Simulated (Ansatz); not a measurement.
Kick test of a cell of Ta3TiGe8

The cell was found from a structure generator's guess, not taken from experiment.

These are results of Ansatz, DFT PBE, scalar-relativistic, plane waves, PAW, not measurements. Settings: cutoff 420 eV, Γ-centred mesh 8×8×4 on the computed 12-atom cell, Gaussian smearing of 0.10 eV; no spin polarisation.

The cell below (12 atoms, space group C222 (No. 21)) is relaxed within its symmetry.

```
Ti Ta Ge
1.0
     2.52347   -4.44971    0.00000
     2.52347    4.44971    0.00000
     0.00000    0.00000    8.76878
Ti Ta Ge
1 3 8
Direct
  0.00000 0.00000 0.00000
  0.50000 0.50000 0.50000
  0.00000 0.50000 0.24891
  0.50000 0.00000 0.75109
  0.00000 0.00000 0.66090
  0.50000 0.50000 0.15898
  0.00000 0.00000 0.33910
  0.50000 0.50000 0.84102
  0.00000 0.50000 0.59050
  0.50000 0.00000 0.08497
  0.00000 0.50000 0.91503
  0.50000 0.00000 0.40950
```

For the test it was strained at random (σ = 1.5 % a component), the atoms were moved at random (σ = 0.15 Å), and all was relaxed again on a coarse 6×6×4 mesh (in the run’s order of axes) with 0.20 eV smearing, with no symmetry imposed.

Spin–orbit coupling, which can matter for Ta, is left out.

Question: Does it come back?

Answer: It returns, within 1 meV/atom of the unmoved cell on that mesh and with the same symmetry when read at 0.1 Å. So it is stable against the distortions that fit this cell and that this random move excites. Modes that don't fit the cell aren't tested.
